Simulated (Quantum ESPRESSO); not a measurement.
## Calculated data, MgAl₃N₃O (made-up cell)

Computed with Quantum ESPRESSO 7.5. Calculation on a made-up crystal cell, not a measurement: periodic Kohn-Sham density functional theory in plane waves with PseudoDojo standard norm-conserving scalar-relativistic pseudopotentials, each functional with its own files (v0.5 for PBE, v0.4.1 for LDA and PBEsol), no spin polarisation, no spin-orbit coupling, atoms not relaxed, stress positive in tension, energies less a fixed whole-eV offset for each atom's element; levels are Kohn-Sham levels at fractions of this cell's reciprocal vectors, counted from the reference band (half the neutral cell's valence electrons, rounded up) at Gamma; error bars cover cutoff and k-mesh only, not smearing or the files; each bar is the largest change over components, and at least 0.002 eV, 0.002 eV per angstrom or 0.02 GPa; added strain carries the atoms with the cell, and shear is the tensor component; energies are for the whole cell, and the offsets were chosen from early runs and are not element reference energies.

Settings shared by all entries: lattice type rocksalt; functional pbe; cutoff 1143 eV; fermi dirac smearing 0.025 eV; scf tolerance 1e-07 eV; electrons removed 0; added strain kind biaxial xx and yy; k mesh 5 x 5 x 4, shifted by half a step.

(1) MgAl₃N₃O (made-up cell)

Unstrained structure:
```
MgAl3N3O
1.0
      4.0942     0.0000     0.0000
      0.0000     4.0942     0.0000
      0.0000     0.0000     4.0942
Al Mg Al N O N
2 1 1 1 1 2
Direct
  -0.01668 -0.01111 -0.00982
  -0.00410 0.50674 0.51189
  0.51045 -0.00892 0.48295
  0.52540 0.49040 -0.01729
  0.50100 -0.00281 0.02250
  0.53757 0.51287 0.52054
  1.01192 -0.02689 0.49406
  0.99353 0.52482 -0.00525
```

* added strain: -0.0141
* structure shown: before the added strain of -0.0141
* free energy less offsets: -0.6527 eV
* scf iterations: 11
* smearing term minus ts: 0 eV
* pressure: 17.7 GPa
* stress xx: -22.8 GPa
* stress yy: -10.68 GPa
* stress zz: -19.6 GPa
* stress yz: 0.5215 GPa
* stress xz: -0.5919 GPa
* stress xy: -0.6201 GPa
* reference band: 20
* error bar energy: 0.002661 eV
* error bar stress: 0.02 GPa
* error bar force: 0.006149 eV/Å
* error bar next band up: 0.002 eV
* error bars from: tighter rerun of a related cell

Atoms:
```csv
atoms element,atom site,atom energy offset (eV)
Al,1,-64
Al,2,-64
Mg,3,-1617
Al,4,-64
N,5,-283
O,6,-452
N,7,-283
N,8,-283
```

Forces:
```csv
site,x (eV/Å),y (eV/Å),z (eV/Å)
1,1.451,1.084,0.5151
2,1.032,-0.8421,-0.9037
3,-0.4536,0.8396,1.966
4,-1.733,0.2439,0.7928
5,-0.1073,0.7306,-2.888
6,-1.463,-1.725,-0.4707
7,-0.1126,2.351,0.5551
8,1.387,-2.682,0.4331
```

Levels:
```csv
level k point,next band up (eV)
Gamma,3.089
"(1/2,1/2,1/2)",3.997
"(0.15,0,0)",3.559
"(0,0.15,0)",3.58
"(0,0,0.15)",3.535
```

(2) MgAl₃N₃O (made-up cell)

Structure as in entry 1.

* added strain: -0.0112
* structure shown: before the added strain of -0.0112
* free energy less offsets: -0.6909 eV
* scf iterations: 11
* smearing term minus ts: 0 eV
* pressure: 16.06 GPa
* stress xx: -20.75 GPa
* stress yy: -8.773 GPa
* stress zz: -18.66 GPa
* stress yz: 0.4923 GPa
* stress xz: -0.5974 GPa
* stress xy: -0.6062 GPa
* reference band: 20
* error bar energy: 0.002661 eV
* error bar stress: 0.02 GPa
* error bar force: 0.006149 eV/Å
* error bar next band up: 0.002 eV
* error bars from: tighter rerun of a related cell

Atoms:
```csv
atoms element,atom site,atom energy offset (eV)
Al,1,-64
Al,2,-64
Mg,3,-1617
Al,4,-64
N,5,-283
O,6,-452
N,7,-283
N,8,-283
```

Forces:
```csv
site,x (eV/Å),y (eV/Å),z (eV/Å)
1,1.417,1.029,0.5128
2,0.9799,-0.791,-0.9004
3,-0.4515,0.8081,1.98
4,-1.678,0.2369,0.7913
5,-0.07928,0.734,-2.892
6,-1.408,-1.691,-0.4744
7,-0.1181,2.297,0.5484
8,1.337,-2.622,0.4345
```

Levels:
```csv
level k point,next band up (eV)
Gamma,3.039
"(1/2,1/2,1/2)",3.978
"(0.15,0,0)",3.51
"(0,0.15,0)",3.532
"(0,0,0.15)",3.488
```

(3) MgAl₃N₃O (made-up cell)

Structure as in entry 1.

- added strain: 0.0029
- structure shown: before the added strain of 0.0029
- free energy less offsets: -0.815 eV
- scf iterations: 11
- smearing term minus ts: 0 eV
- pressure: 8.725 GPa
- stress xx: -11.71 GPa
- stress yy: -0.2839 GPa
- stress zz: -14.18 GPa
- stress yz: 0.3628 GPa
- stress xz: -0.6229 GPa
- stress xy: -0.5435 GPa
- reference band: 20
- error bar energy: 0.002661 eV
- error bar stress: 0.02 GPa
- error bar force: 0.006149 eV/Å
- error bar next band up: 0.002 eV
- error bars from: tighter rerun of a related cell

Atoms:
```csv
atoms element,atom site,atom energy offset (eV)
Al,1,-64
Al,2,-64
Mg,3,-1617
Al,4,-64
N,5,-283
O,6,-452
N,7,-283
N,8,-283
```

Forces:
```csv
site,x (eV/Å),y (eV/Å),z (eV/Å)
1,1.258,0.7784,0.5006
2,0.7439,-0.546,-0.8837
3,-0.4389,0.6603,2.041
4,-1.422,0.2061,0.7812
5,0.04458,0.7422,-2.907
6,-1.164,-1.527,-0.4897
7,-0.1387,2.032,0.5166
8,1.117,-2.345,0.4408
```

Levels:
```csv
level k point,next band up (eV)
Gamma,2.797
"(1/2,1/2,1/2)",3.883
"(0.15,0,0)",3.272
"(0,0.15,0)",3.296
"(0,0,0.15)",3.257
```

(4) MgAl₃N₃O (made-up cell)

Structure as in entry 1.

* added strain: 0.0107
* structure shown: before the added strain of 0.0107
* free energy less offsets: -0.8408 eV
* scf iterations: 11
* smearing term minus ts: 0 eV
* pressure: 5.129 GPa
* stress xx: -7.338 GPa
* stress yy: 3.783 GPa
* stress zz: -11.83 GPa
* stress yz: 0.2995 GPa
* stress xz: -0.6343 GPa
* stress xy: -0.5124 GPa
* reference band: 20
* error bar energy: 0.002661 eV
* error bar stress: 0.02 GPa
* error bar force: 0.006149 eV/Å
* error bar next band up: 0.002 eV
* error bars from: tighter rerun of a related cell

Atoms:
```csv
atoms element,atom site,atom energy offset (eV)
Al,1,-64
Al,2,-64
Mg,3,-1617
Al,4,-64
N,5,-283
O,6,-452
N,7,-283
N,8,-283
```

Forces:
```csv
site,x (eV/Å),y (eV/Å),z (eV/Å)
1,1.176,0.6533,0.4933
2,0.6266,-0.4233,-0.8741
3,-0.432,0.587,2.072
4,-1.293,0.1891,0.7741
5,0.1069,0.7469,-2.913
6,-1.04,-1.446,-0.4962
7,-0.1503,1.898,0.4995
8,1.006,-2.206,0.4441
```

Levels:
```csv
level k point,next band up (eV)
Gamma,2.644
"(1/2,1/2,1/2)",3.808
"(0.15,0,0)",3.121
"(0,0.15,0)",3.147
"(0,0,0.15)",3.109
```

(5) MgAl₃N₃O (made-up cell)

Structure as in entry 1.

* added strain: 0.0177
* structure shown: before the added strain of 0.0177
* free energy less offsets: -0.8412 eV
* scf iterations: 11
* smearing term minus ts: 0 eV
* pressure: 2.134 GPa
* stress xx: -3.747 GPa
* stress yy: 7.125 GPa
* stress zz: -9.78 GPa
* stress yz: 0.2466 GPa
* stress xz: -0.644 GPa
* stress xy: -0.4852 GPa
* reference band: 20
* error bar energy: 0.002661 eV
* error bar stress: 0.02 GPa
* error bar force: 0.006149 eV/Å
* error bar next band up: 0.002 eV
* error bars from: tighter rerun of a related cell

Atoms:
```csv
atoms element,atom site,atom energy offset (eV)
Al,1,-64
Al,2,-64
Mg,3,-1617
Al,4,-64
N,5,-283
O,6,-452
N,7,-283
N,8,-283
```

Forces:
```csv
site,x (eV/Å),y (eV/Å),z (eV/Å)
1,1.106,0.5451,0.4864
2,0.5267,-0.3179,-0.8652
3,-0.4252,0.5233,2.098
4,-1.182,0.1757,0.7666
5,0.1589,0.7501,-2.916
6,-0.9377,-1.374,-0.501
7,-0.1592,1.782,0.4845
8,0.912,-2.084,0.4469
```

Levels:
```csv
level k point,next band up (eV)
Gamma,2.501
"(1/2,1/2,1/2)",3.733
"(0.15,0,0)",2.981
"(0,0.15,0)",3.009
"(0,0,0.15)",2.972
```

(6) MgAl₃N₃O (made-up cell)

Structure as in entry 1.

* added strain: 0.0213
* structure shown: before the added strain of 0.0213
* free energy less offsets: -0.8331 eV
* scf iterations: 11
* smearing term minus ts: 0 eV
* pressure: 0.689 GPa
* stress xx: -2.024 GPa
* stress yy: 8.712 GPa
* stress zz: -8.756 GPa
* stress yz: 0.2212 GPa
* stress xz: -0.6485 GPa
* stress xy: -0.4729 GPa
* reference band: 20
* error bar energy: 0.002661 eV
* error bar stress: 0.02 GPa
* error bar force: 0.006149 eV/Å
* error bar next band up: 0.002 eV
* error bars from: tighter rerun of a related cell

Atoms:
```csv
atoms element,atom site,atom energy offset (eV)
Al,1,-64
Al,2,-64
Mg,3,-1617
Al,4,-64
N,5,-283
O,6,-452
N,7,-283
N,8,-283
```

Forces:
```csv
site,x (eV/Å),y (eV/Å),z (eV/Å)
1,1.072,0.4939,0.4832
2,0.4779,-0.2672,-0.8602
3,-0.4234,0.4904,2.108
4,-1.128,0.168,0.763
5,0.1839,0.7514,-2.917
6,-0.8835,-1.337,-0.5028
7,-0.1647,1.726,0.4773
8,0.8653,-2.026,0.4486
```

Levels:
```csv
level k point,next band up (eV)
Gamma,2.428
"(1/2,1/2,1/2)",3.695
"(0.15,0,0)",2.91
"(0,0.15,0)",2.939
"(0,0,0.15)",2.902
```
